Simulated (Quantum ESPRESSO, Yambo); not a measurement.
Levels of theory for the gap of BeTe

BeTe (zinc blende, space group F-43m, No. 216): one geometry, one set of PBE (stringent potentials; pw.x of Quantum ESPRESSO, ONCV potentials, without SOC) orbitals, self-energies from Yambo (4×4×4 Γ-centred k mesh, bands 6 to 200 and a 15 Ry block in the screening, 200 bands in G with the Bruneval-Gonze terminator, plasmon pole fitted at 27.2 eV).

Cell and atoms were relaxed with PBEsol from Materials Project entry mp-252, within its symmetry.

| level | gap Γ → X (eV) | direct gap at Γ (eV) | rough Yambo cost |
|---|---|---|---|
| PBE (Quantum ESPRESSO) | 1.96 | 3.62 | – |
| exchange only (Hartree-Fock self-energy on PBE orbitals) | 7.55 | 9.88 | about 1/30 (8 states) |
| static COHSEX@PBE | 3.58 | 5.40 | about 1/3 (3 states) |
| G0W0@PBE, plasmon pole | 2.83 | 4.74 | 1 (8 states) |

Bare exchange has no screening and gives the widest gap; static COHSEX screens it but leaves out the frequency dependence, which G0W0 restores.

Costs are rough ratios of core time on shared machines.

Nearest settings tried, and what they do to the gap: 107 bands in G: +5 meV; 107 bands in W, 107 bands in G: -42 meV; 9 Ry block (169 vectors against 307): -30 meV. Not varied: mesh. So the settings aren't converged at that level.

Without spin-orbit coupling, band edges of such heavy elements can be off by tenths of an eV.
